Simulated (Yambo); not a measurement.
Yambo run on Rb₂NaAlF₆ (space group Fm-3m, No. 225). The wavefunctions are norm-conserving LDA (Quantum ESPRESSO, 88 Ry, without SOC) ones on a 2×2×2 mesh (36 occupied bands); a = b = c = 5.9745 Å, α = β = γ = 60.00°.

Yambo input:

```
rim_cut
gw0
dyson
el_el_corr
HF_and_locXC
cohsex
em1s
RandQpts= 1000000
RandGvec= 1 Ry
EXXRLvcs= 88 Ry
VXCRLvcs= 352 Ry
Chimod= "HARTREE"
% BndsRnXs
 2 | 286 |
%
NGsBlkXs= 8 Ry
% LongDrXs
 1.0 | 1.0 | 1.0 |
%
ExtendOut
% QPkrange
 1 | 1 | 36 | 37 |
%
```

k points by index: 1 = Γ.

The o-*.qp file then holds:

```
#    K-point    Band    Eo [eV]    E [eV]    E-Eo [eV]    Vxc [eV]    Vnlxc [eV]    Sc|Eo [eV]    Re(Z)    Im(Z)
#
    1    36    0.000000    -4.573281    -4.573281    -22.52245    -30.46024    3.364512    1.000000    0.000000
    1    37    6.448009    7.593257    1.145248    -10.17313    -5.252919    -3.774958    1.000000    0.000000
```
(The two width columns are left out.) Convergence of these settings isn't established.

Geometry of the Materials Project entry, not relaxed at this level.

The structure is a Materials Project entry; no match was found in the copy of COD used, and its stability was not checked.
